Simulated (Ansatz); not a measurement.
**Te2As: stable or not**

The cell was found from a structure generator's guess, not taken from experiment.

All numbers below come from DFT PBE, scalar-relativistic, plane waves, PAW in Ansatz. Settings of the last relaxation (6-atom cell): 420 eV, 10×10×4 k points, Gaussian smearing of 0.10 eV, no spin polarisation.

```xyz
6
Lattice="4.2496 0.0000 0.0000 0.0000 4.2496 0.0000 0.0000 0.0000 9.8210" Properties=species:S:1:pos:R:3 pbc="T T T"
Te    2.1248    0.0000    6.3113
Te    0.0000    2.1248    3.5097
Te    2.1248    0.0000    0.3162
Te    0.0000    2.1248    9.5048
As    2.1248    0.0000    3.5680
As    0.0000    2.1248    6.2530
```

Formation energies are uncorrected and refer to the elements' standard structures at the same level.

Task: These tests were run: energy against the elements; phonons on a 2×2×1 q mesh. What do they show?

Result:

| test | result |
| --- | --- |
| energy against the elements | +0.07 eV/atom |
| phonons on a 2×2×1 q mesh | imaginary modes down to 23i cm⁻¹ |

It fails one test: energy against the elements. It may still be a metastable minimum. Undecided within the accuracy: phonons on a 2×2×1 q mesh.

Spin–orbit coupling, which can matter for Te, is left out. The reference forms of As and Te are held partly by dispersion forces, which this level lacks. The run for the phonons used a 10×10×4 k mesh and Fermi–Dirac smearing of 0.15 eV.
